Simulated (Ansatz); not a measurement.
Consider the following.

TaTe:
```cif
data_Ta2Te2
_chemical_formula_sum 'Ta2 Te2'
_space_group_name_H-M_alt 'Pmma'
_space_group_IT_number 51
_space_group_name_Hall '-P 2a 2a'
_cell_length_a 4.79137
_cell_length_b 3.39673
_cell_length_c 4.90143
_cell_angle_alpha 90.000
_cell_angle_beta 90.000
_cell_angle_gamma 90.000
loop_
_atom_site_label
_atom_site_type_symbol
_atom_site_symmetry_multiplicity
_atom_site_Wyckoff_symbol
_atom_site_fract_x
_atom_site_fract_y
_atom_site_fract_z
_atom_site_occupancy
Ta1 Ta 2 e 0.75000 0.00000 0.21992 1
Te1 Te 2 f 0.25000 0.50000 0.25693 1
```

This is the r²SCAN-relaxed structure.

Q: All from r²SCAN (plane waves, PAW; program Ansatz), unless another level is named. Predict the electronic character.

A: metallic (no gap).

Q: Predict the formation energy from the elements (no fitted shifts).

A: 0.22 eV/atom.

Q: Give the density of states at the Fermi level.

A: 1.1 states/eV per atom (mean over ±0.08 eV).

The start of the workflow was typed in or built on a structure type; neither database checked (COD, Materials Project) lists it. Whether it is the stable phase at ambient conditions was not checked. Symmetry was held in the r²SCAN relaxation; its stability against distortions is not shown here. No spin polarisation was allowed. Its formation energy is positive at this level, so the cell may be metastable or incomplete. The references are the lowest solids computed at this level, not always the standard phases. Scalar-relativistic: spin–orbit coupling is off unless named, which matters more the heavier the elements.

Potentials: the earlier of the program's two PAW sets.
